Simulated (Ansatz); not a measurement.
Diamond alloy of Si and C (32 of 128 Si sites exchanged), 128 atoms

Ansatz, PAW, plane waves. PBEsol relaxation of volume and atoms (shape held) at the single k point (½, ½, ½); single points on the relaxed atoms at the Γ point alone, onto which points of the small cell's zone fold. Arrangement: quasirandom. No spin–orbit coupling unless named.

Relaxed structure:

```
C Si
1.0
     0.00000    9.78881    9.78881
     9.78881    0.00000    9.78881
     9.78881    9.78881    0.00000
C Si
32 96
Direct
  0.00692 0.99959 0.97789
  0.74547 0.72853 0.75104
  0.05032 0.04995 0.58344
  0.08992 0.52363 0.58563
  0.24929 0.26590 0.00247
  0.43972 0.98044 0.33406
  0.98352 0.48688 0.27153
  0.00154 0.97974 0.71218
  0.25730 0.26931 0.51283
  0.49972 0.49418 0.26901
  0.75503 0.27199 0.50197
  0.02874 0.48210 0.73008
  0.51104 0.49434 0.76607
  0.07118 0.08146 0.86951
  0.28768 0.32772 0.56840
  0.53671 0.11527 0.80216
  0.80532 0.31450 0.54950
  0.28707 0.83601 0.54655
  0.55249 0.53196 0.82726
  0.75260 0.48279 0.26751
  0.30777 0.05535 0.33988
  0.55632 0.30692 0.07084
  0.06166 0.86760 0.00156
  0.30074 0.10641 0.80404
  0.79127 0.99336 0.96413
  0.99385 0.26861 0.24586
  0.23423 0.47118 0.52872
  0.49527 0.25257 0.76230
  0.76754 0.45294 0.50722
  0.06645 0.34282 0.79739
  0.06249 0.84824 0.76619
  0.62325 0.72204 0.80792
  0.51150 0.03080 0.96509
  0.00243 0.52055 0.00551
  0.99109 0.02128 0.50442
  0.25471 0.22505 0.27569
  0.50735 0.47770 0.99933
  0.47679 0.95835 0.55107
  0.75468 0.24307 0.26377
  0.00414 0.48212 0.53588
  0.26704 0.74127 0.23402
  0.23758 0.27140 0.74243
  0.49883 0.50937 0.51282
  0.74710 0.74673 0.24466
  0.76104 0.24860 0.71799
  0.24120 0.78526 0.71383
  0.06434 0.06664 0.02983
  0.62735 0.04156 0.03238
  0.05470 0.58375 0.09826
  0.30225 0.31170 0.34597
  0.55231 0.54225 0.09584
  0.54613 0.04780 0.59032
  0.82031 0.31728 0.32595
  0.31054 0.82918 0.29786
  0.32121 0.31281 0.82703
  0.59420 0.54152 0.59051
  0.86952 0.76068 0.30070
  0.81572 0.30189 0.81243
  0.33728 0.84426 0.76595
  0.77686 0.81279 0.80270
  0.00691 0.99422 0.24298
  0.72577 0.24039 0.01457
  0.22925 0.78610 0.96206
  0.73955 0.74945 0.00675
  0.46579 0.03631 0.78662
  0.23879 0.76149 0.50079
  0.75309 0.72785 0.49540
  0.05094 0.10143 0.30086
  0.31831 0.29774 0.06893
  0.53364 0.04028 0.34330
  0.81851 0.30296 0.06141
  0.02464 0.55267 0.33484
  0.33075 0.81826 0.02695
  0.58311 0.54267 0.31157
  0.83505 0.82525 0.03216
  0.05141 0.56363 0.80353
  0.80895 0.78377 0.58604
  0.02001 0.27501 0.96816
  0.25397 0.02603 0.25889
  0.52207 0.23935 0.00739
  0.74252 0.96780 0.24394
  0.03810 0.78341 0.93931
  0.98530 0.22730 0.52007
  0.22953 0.51341 0.26486
  0.53382 0.73197 0.95852
  0.23374 0.03641 0.77580
  0.46662 0.25728 0.52678
  0.70417 0.02072 0.75587
  0.01532 0.69328 0.50818
  0.25335 0.51178 0.75376
  0.44425 0.82007 0.44539
  0.71956 0.50060 0.77067
  0.07615 0.31781 0.07437
  0.80252 0.04586 0.31033
  0.08886 0.28464 0.57545
  0.32125 0.54156 0.34762
  0.53704 0.82911 0.05262
  0.56633 0.30890 0.58673
  0.81003 0.53114 0.33242
  0.83839 0.04184 0.79685
  0.04110 0.82533 0.54178
  0.33892 0.57943 0.80090
  0.56217 0.74243 0.55739
  0.84252 0.56054 0.78904
  0.27471 0.02365 0.96807
  0.25286 0.50141 0.00610
  0.22061 0.00720 0.50939
  0.50422 0.24863 0.24057
  0.75604 0.50520 0.99807
  0.75119 0.99184 0.51100
  0.05044 0.74558 0.15335
  0.01572 0.24351 0.77929
  0.51184 0.75027 0.27399
  0.98914 0.76912 0.74482
  0.53130 0.70027 0.75906
  0.31051 0.10168 0.05724
  0.83582 0.03997 0.03779
  0.04982 0.31489 0.31194
  0.30822 0.58526 0.06477
  0.28794 0.09882 0.57269
  0.55271 0.32514 0.32087
  0.80691 0.54766 0.10089
  0.79207 0.10532 0.55748
  0.06783 0.78515 0.29533
  0.29864 0.55225 0.55778
  0.56868 0.90769 0.21847
  0.55665 0.32297 0.80462
  0.80412 0.52333 0.57190
```

Task: What are the mean bond lengths by pair (pairs within 1.2 times the sum of covalent radii, less contacts 15 % beyond the pair's median; cation–cation pairs of compounds aside; long ionic contacts are cut short by that bound)?

Result: C–C 1.572 ± 0.050 Å (standard deviation, 15 bonds); C–Si 1.952 ± 0.060 Å (standard deviation, 96 bonds); Si–Si 2.347 ± 0.075 Å (standard deviation, 148 bonds).

Task: What gap lies between the top filled and the lowest empty level in the single points?

Result: r²SCAN 0.06 eV (11 s on NVIDIA GB300). An indirect band minimum needn't fold onto Γ of this cell; where it doesn't, these gaps are too wide. A gap this small need not be a band gap: disorder can split a level that a gapless alloy holds at the Fermi level.
